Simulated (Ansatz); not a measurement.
Here is the system:

Ta:
Space group Im-3m (No. 229); a = b = c = 3.253 Å, α = β = γ = 90.00°

```json
[
 {"atom": "Ta", "site": "2a", "symmetry": "m-3m", "x": "0.0000", "y": "0.0000", "z": "0.0000"}
]
```
(The calculation used a cell of 1 atom; values per cell refer to that cell.)

This is the LDA-relaxed structure.

Problem. All from plane-wave PAW LDA (Ansatz code), unless another level is named. Give the Young's modulus.

Solution. 184 GPa.

Problem. Give the elastic constants (relaxed ions, GPa).

Solution. C11 = 303, C12 = 176, C44 = 70.5.

Symmetry was held in the LDA relaxation. The run is not spin-polarised. As this level gives no gap, shear constants depend on the k-mesh and smearing (Fermi–Dirac, 0.1 eV here). Scalar-relativistic: spin–orbit coupling is off unless named, which matters more the heavier the elements.

Potentials: the earlier of the program's two PAW sets. The files were generated under PBE; for other functionals the program regenerates the frozen cores, and for LDA and PBEsol the local potential too.
